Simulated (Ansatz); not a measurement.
A geometry of Zr away from equilibrium: step 3 of the relaxation of a relaxed Zr cell displaced along its unstable phonon at q = (0, 0, ½) of its primitive reciprocal cell (79i cm⁻¹), largest move 0.15 Å. The numbers are results of r2SCAN (plane waves to 500 eV, PAW, scalar-relativistic; Ansatz, a program for electronic structure), not measurements. Γ-centred k-mesh 12×12×6 on the run's cell (coarser than for final values), Fermi–Dirac smearing 0.05 eV. The plane waves were selected for a different cell earlier on the path.

```
Zr
1.0
    3.00479     0.00000     0.00000
   -1.50240     2.64084     0.00000
    0.00000     0.00000     5.84667
Zr
2
Direct
  0.10356   0.20712   0.00000
  0.89644   0.79288   0.50000
```

Task: Give the Cartesian forces on all atoms (eV/Å).

Result: 
```json
[
 {"atom": "Zr1", "Fx": "0.00", "Fy": "0.46", "Fz": "0.00"},
 {"atom": "Zr2", "Fx": "0.00", "Fy": "-0.46", "Fz": "0.00"}
]
```

The path ends in P6₃/mmc (No. 194) (hcp (Mg type)). No spin polarisation in the result.

The run could not lose the symmetry of its start.

Of the parent cell (P6/mmm (No. 191)): it is a generated cell of Zr: the first start was made by placing the elements on the sites of a structure type, and the end was not matched to a known phase here, so it may be hypothetical. Known forms of Zr include space group No. 194.
